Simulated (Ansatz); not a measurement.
BaNbHO2 in space group P4/mmm (No. 123; Ba on 1d, Nb on 1a, O on 2f, H on 1b) at seven volumes, the program Ansatz at the PBE level (PAW), shape and atoms relaxed at each. One row is withheld.

| V (Å³/atom) | P (GPa) |
|---|---|
| 12.498 | 14.13 |
| 12.910 | 8.63 |
| 13.322 | 3.96 |
| 13.734 | 0.00 |
| 14.146 | ? |
| 14.558 | -6.02 |
| 14.970 | -8.02 |

Q: Fit the shown pressures and predict the withheld one.

A: Third-order Birch–Murnaghan: P = (3/2)B₀(x^(7/2) − x^(5/2))[1 + (3/4)(B′ − 4)(x − 1)] with x = (V₀/V)^(2/3). Least squares on the six rows gives V₀ = 13.737 Å³/atom, B₀ = 117.7 GPa, B′ = 5.11. At V = 14.146, x = 0.9806 and P = -3.20 GPa. The run itself gave -3.35 GPa.

The start of the workflow was typed in or built on a structure type; neither database checked (COD, Materials Project) lists it. Its standing as an ambient phase is unchecked. The cell was relaxed with PBE under the symmetry of its start; its stability against distortions is not shown here. The workflow began spin-polarised and lost its moments. The cell computed holds one magnetic atom, so no antiferromagnetic order was within reach. Spin–orbit coupling is left out wherever it is not named.

Potentials: the earlier of the program's two PAW sets.
